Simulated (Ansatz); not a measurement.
**Magnetic order of VClO at several levels**

```
CELL_PARAMETERS angstrom
3.30000 0.00000 0.00000
0.00000 3.78000 0.00000
0.00000 0.00000 7.91000
ATOMIC_POSITIONS crystal
V 0.00000 0.50000 0.11480
V 0.50000 0.00000 0.88520
Cl 0.50000 0.50000 0.32790
Cl 0.00000 0.00000 0.67210
O 0.50000 0.50000 0.95420
O 0.00000 0.00000 0.04580
```

The same starts (parallel, antiparallel patterns that fit this cell, and no moments) were run with plane-wave PAW DFT (Ansatz 0.2.0; atoms fixed, collinear spin, no spin-orbit coupling; 7×7×3 Γ-centred mesh, fermi-dirac occupations of width 0.050 eV) at these levels: r2SCAN, 500 eV; r2SCAN with U_eff = 1.0 eV on V d (all-electron-ortho-atomic projectors), 500 eV.

Problem. Which order does each level favour, and how strongly?

Solution. The runs give, at zero smearing:

```json
{"level": "r2SCAN", "lowest state": "parallel moments", "mean moment on V (μB)": "1.53", "parallel less best compensated antiparallel (meV per V)": "-16", "gain over no moments (meV per V)": "1195"}
{"level": "r2SCAN + U", "lowest state": "parallel moments", "mean moment on V (μB)": "1.54", "parallel less best compensated antiparallel (meV per V)": "-13", "gain over no moments (meV per V)": "1651"}
```

Site moments are taken in small spheres that don't touch (radius about 0.4 of the atom's shortest bond), so those of the magnetic atoms read low. Both levels favour parallel moments: the difference runs from -16 to -13 meV per V.

The cell is that of a Crystallography Open Database entry, unchanged.

Caveats: only orders that fit this cell were tried, so the true order may need a larger cell or canted moments; atoms and cell are held at the entry's values; differences under about 5 meV per magnetic atom weren't tested against a denser mesh or another U, and are taken as unresolved; the U is a value in common use, not computed for this crystal; the state without moments isn't the paramagnet, so the last column is no ordering energy, and a U inflates it.
